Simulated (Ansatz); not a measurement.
MoTe2 (2H-MoS2 type, space group P6_3/mmc)

```
CELL_PARAMETERS angstrom
      3.54214     0.00000     0.00000
     -1.77107     3.06758     0.00000
      0.00000     0.00000    14.18192
ATOMIC_POSITIONS crystal
  Mo 0.33333 0.66667 0.75000
  Mo 0.66667 0.33333 0.25000
  Te 0.33333 0.66667 0.12347
  Te 0.66667 0.33333 0.62347
  Te 0.66667 0.33333 0.87653
  Te 0.33333 0.66667 0.37653
```

Grid over V/V₀ and (c/a)/(c/a)₀, subscript 0 meaning the relaxed cell; the conventional c axis lies along z; no internal relaxation.

Computed with r2SCAN+rVV10 (plane waves to 500 eV, PAW, scalar-relativistic; Ansatz, a first-principles code). k mesh 11×11×3 (Γ-centred), Fermi-Dirac smearing 0.05 eV. Compression counts positive. As the atoms are clamped, bonds stretch with the cell, which overstates energies and stresses. As the smearing reaches across the gap at some points, the response to shear is sensitive to the k mesh, so small differences along c/a are uncertain. MoTe2 is run without spin polarisation. MoTe2 was relaxed with its symmetry unable to fall. Spin-orbit coupling is left out, though Te is heavy. The last digit holds for this mesh only.

Changes of P (GPa) from the point V/V₀ = 1.000, (c/a)/(c/a)₀ = 1.000 when one coordinate moves alone (two changes are said to add if the coupling is within 5 % of the smaller one, nearly so within 20 %):

```json
[
 {"point": "V/V₀ = 1.000, (c/a)/(c/a)₀ = 0.880", "change": "2.01"},
 {"point": "V/V₀ = 1.000, (c/a)/(c/a)₀ = 0.940", "change": "1.05"},
 {"point": "V/V₀ = 0.920, (c/a)/(c/a)₀ = 1.000", "change": "10.09"},
 {"point": "V/V₀ = 0.960, (c/a)/(c/a)₀ = 1.000", "change": "4.49"},
 {"point": "V/V₀ = 1.040, (c/a)/(c/a)₀ = 1.000", "change": "-3.60"},
 {"point": "V/V₀ = 1.080, (c/a)/(c/a)₀ = 1.000", "change": "-6.49"},
 {"point": "V/V₀ = 1.000, (c/a)/(c/a)₀ = 1.060", "change": "-0.84"},
 {"point": "V/V₀ = 1.000, (c/a)/(c/a)₀ = 1.120", "change": "-1.44"}
]
```

### Question
What is the change at V/V₀ = 0.920, (c/a)/(c/a)₀ = 0.880, where both move, and how far is it from the sum?

### Answer
The sum of the single changes is 10.09 + (2.01) = 12.10; the calculation gives 12.47, so the coupling contributes 0.37 (under 20 % of the smaller single change, nearly additive).

### Question
Do the two effects add at V/V₀ = 0.960, (c/a)/(c/a)₀ = 0.880? Give the computed change.

### Answer
The sum of the single changes is 4.49 + (2.01) = 6.50; the calculation gives 6.68, so the coupling contributes 0.18 (under 20 % of the smaller single change, nearly additive).

(A scan under strain: stresses follow from slopes of the energy per volume, elastic moduli from its curvatures.)
